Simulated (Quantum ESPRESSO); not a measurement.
## Calculated data, Zn₂GaS₃F (made-up cell, one site empty)

Computed with Quantum ESPRESSO 7.5. Calculation on a made-up crystal cell, not a measurement, with one named mistake planted (healthy values lack it): periodic Kohn-Sham density functional theory in plane waves with PseudoDojo standard norm-conserving scalar-relativistic pseudopotentials, each functional with its own files (v0.5 for PBE, v0.4.1 for LDA and PBEsol), no spin polarisation, no spin-orbit coupling, atoms not relaxed, stress positive in tension, energies less a fixed whole-eV offset for each atom's element; levels are Kohn-Sham levels at fractions of this cell's reciprocal vectors, counted from the reference band (half the neutral cell's valence electrons, rounded up) at Gamma; error bars cover cutoff and k-mesh only, not smearing or the files; each bar is the largest change over components, and at least 0.002 eV, 0.002 eV per angstrom or 0.02 GPa; a charged cell sits in a uniform background, with energy and stress on this program's zero of potential; energies are for the whole cell, and the offsets were chosen from early runs and are not element reference energies; a distance is the largest change of any value in units of its error bar (the energy's for the smearing term), a scale change is of lengths, and a coarse mesh keeps the half-step shift; machines and their load varied, so run times do not measure scaling.

Common to all entries: lattice type zincblende/diamond; empty site 1; intended functional pbe; intended cutoff 1143 eV; intended fermi dirac smearing 0.025 eV; intended scf tolerance 1e-07 eV; intended electrons removed 0; healthy free energy less offsets 6.287 eV; healthy scf iterations 10; healthy smearing term minus ts 0 eV; healthy pressure 5.11 GPa; healthy stress xx -4.55 GPa; healthy stress yy -5.14 GPa; healthy stress zz -5.65 GPa; healthy stress yz -0.49 GPa; healthy stress xz 1.48 GPa; healthy stress xy 0.57 GPa; healthy reference band 39; faulty run command pw.x -nk 1 -in in; faulty run processor AMD EPYC, Zen 5 class, virtual cores; intended k mesh 4 x 4 x 4, shifted by half a step; structure shown as intended, without the mistake.

```json
{"entry": 1, "formula": "Zn2GaS3F", "kind": "made-up cell, one site empty", "intended_structure": {"cell_angstrom": [[5.0924, 0.0778, 0.0141], [0.0778, 5.1877, -0.016], [0.0141, -0.016, 5.1067]], "atoms_fractional": [["Ga", -0.0025, 0.49801, 0.49564], ["Zn", 0.50523, -0.00184, 0.5037], ["Zn", 0.50229, 0.49993, 0.00271], ["S", 0.24592, 0.24875, 0.24366], ["S", 0.2472, 0.75314, 0.74255], ["S", 0.75187, 0.24713, 0.74711], ["F", 0.75002, 0.74479, 0.24522]]}, "given": {"fault_kind": "low cutoff", "fault_cutoff [eV]": 593, "atom_site": [2, 3, 4, 5, 6, 7, 8], "atom_energy_offset [eV]": [-2080, -5687, -5687, -302, -302, -302, -677], "healthy_force_site": [2, 3, 4, 5, 6, 7, 8], "healthy_force_x [eV/angstrom]": [-0.081, -0.149, -0.197, -0.248, -0.696, 1.352, 0.02], "healthy_force_y [eV/angstrom]": [0.311, -0.086, 0.272, -0.412, 0.581, -0.034, -0.632], "healthy_force_z [eV/angstrom]": [0.22, -0.391, 0.168, -1.042, 0.288, 0.116, 0.641], "healthy_level_k_point": ["Gamma", "(1/2,1/2,1/2)", "(0.15,0,0)", "(0,0.15,0)", "(0,0,0.15)"], "healthy_next_band_up [eV]": [1.282, 1.456, 1.631, 1.613, 1.607]}, "results": {"faulty_free_energy_less_offsets [eV]": 78.93, "faulty_scf_iterations": 10, "faulty_smearing_term_minus_ts [eV]": 0.0, "faulty_pressure [GPa]": -398.5, "faulty_stress_xx [GPa]": 399.2, "faulty_stress_yy [GPa]": 398.2, "faulty_stress_zz [GPa]": 398.1, "faulty_stress_yz [GPa]": -0.8731, "faulty_stress_xz [GPa]": 0.8985, "faulty_stress_xy [GPa]": 0.4737, "faulty_force_site": [2, 3, 4, 5, 6, 7, 8], "faulty_force_x [eV/angstrom]": [-0.02702, -0.3918, -0.4096, -0.1768, -0.6323, 1.343, 0.2943], "faulty_force_y [eV/angstrom]": [0.2508, 0.1293, 0.07999, -0.418, 0.5923, -0.04484, -0.5896], "faulty_force_z [eV/angstrom]": [0.2941, -0.2118, -0.01686, -1.05, 0.3012, 0.126, 0.5577], "faulty_reference_band": 39, "faulty_level_k_point": ["Gamma", "(1/2,1/2,1/2)", "(0.15,0,0)", "(0,0.15,0)", "(0,0,0.15)"], "faulty_next_band_up [eV]": [1.153, 1.294, 1.522, 1.504, 1.498], "other_mistakes_compared": 7, "distance_from_healthy [error bars]": 36323.351730454306, "distance_from_nearest_other_mistake [error bars]": 30485.71017316044, "healthy_error_bar_energy [eV]": 0.002, "healthy_error_bar_stress [GPa]": 0.02, "healthy_error_bar_force [eV/angstrom]": 0.002, "healthy_error_bar_next_band_up [eV]": 0.002, "faulty_wall_time_of_scf_and_band_steps_on_a_shared_machine [s]": 102.4}}
{"entry": 2, "formula": "Zn2GaS3F", "kind": "made-up cell, one site empty", "intended_structure": {"cell_angstrom": [[5.0924, 0.0778, 0.0141], [0.0778, 5.1877, -0.016], [0.0141, -0.016, 5.1067]], "atoms_fractional": [["Ga", -0.0025, 0.49801, 0.49564], ["Zn", 0.50523, -0.00184, 0.5037], ["Zn", 0.50229, 0.49993, 0.00271], ["S", 0.24592, 0.24875, 0.24366], ["S", 0.2472, 0.75314, 0.74255], ["S", 0.75187, 0.24713, 0.74711], ["F", 0.75002, 0.74479, 0.24522]]}, "given": {"fault_kind": "wrong functional", "fault_functional": "pbesol", "atom_site": [2, 3, 4, 5, 6, 7, 8], "atom_energy_offset [eV]": [-2080, -5687, -5687, -302, -302, -302, -677], "healthy_force_site": [2, 3, 4, 5, 6, 7, 8], "healthy_force_x [eV/angstrom]": [-0.081, -0.149, -0.197, -0.248, -0.696, 1.352, 0.02], "healthy_force_y [eV/angstrom]": [0.311, -0.086, 0.272, -0.412, 0.581, -0.034, -0.632], "healthy_force_z [eV/angstrom]": [0.22, -0.391, 0.168, -1.042, 0.288, 0.116, 0.641], "healthy_level_k_point": ["Gamma", "(1/2,1/2,1/2)", "(0.15,0,0)", "(0,0.15,0)", "(0,0,0.15)"], "healthy_next_band_up [eV]": [1.282, 1.456, 1.631, 1.613, 1.607]}, "results": {"faulty_free_energy_less_offsets [eV]": 17.96, "faulty_scf_iterations": 10, "faulty_smearing_term_minus_ts [eV]": 0.0, "faulty_pressure [GPa]": 1.696, "faulty_stress_xx [GPa]": -1.118, "faulty_stress_yy [GPa]": -1.708, "faulty_stress_zz [GPa]": -2.262, "faulty_stress_yz [GPa]": -0.4831, "faulty_stress_xz [GPa]": 1.453, "faulty_stress_xy [GPa]": 0.5833, "faulty_force_site": [2, 3, 4, 5, 6, 7, 8], "faulty_force_x [eV/angstrom]": [-0.07628, -0.1724, -0.2107, -0.1437, -0.573, 1.233, -0.05696], "faulty_force_y [eV/angstrom]": [0.2895, -0.06983, 0.2324, -0.317, 0.5206, 0.04225, -0.6979], "faulty_force_z [eV/angstrom]": [0.2124, -0.3572, 0.141, -0.9567, 0.2119, 0.04278, 0.7057], "faulty_reference_band": 39, "faulty_level_k_point": ["Gamma", "(1/2,1/2,1/2)", "(0.15,0,0)", "(0,0.15,0)", "(0,0,0.15)"], "faulty_next_band_up [eV]": [1.17, 1.349, 1.525, 1.507, 1.501], "other_mistakes_compared": 7, "distance_from_healthy [error bars]": 5838.0, "distance_from_nearest_other_mistake [error bars]": 5774.0, "healthy_error_bar_energy [eV]": 0.002, "healthy_error_bar_stress [GPa]": 0.02, "healthy_error_bar_force [eV/angstrom]": 0.002, "healthy_error_bar_next_band_up [eV]": 0.002, "faulty_wall_time_of_scf_and_band_steps_on_a_shared_machine [s]": 211.8}}
```
